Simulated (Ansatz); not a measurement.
Infrared lines of transverse zone-centre modes from plane-wave PAW r²SCAN (Ansatz code):

| ω (cm⁻¹) | relative intensity |
|---|---|
| 160 | 55 |
| 165 | 100 |

Question: Which of these materials gives this?
A. CuI, zinc blende
B. CdSe, wurtzite
C. BaTiO3, cubic perovskite
D. AlNi, CsCl type

Answer: B, CdSe, wurtzite

Space group P6_3mc (wurtzite). Symmetry was held in the r²SCAN relaxation; of distortions, only those at the zone centre were tested.

Potentials: the later of the program's two PAW sets.
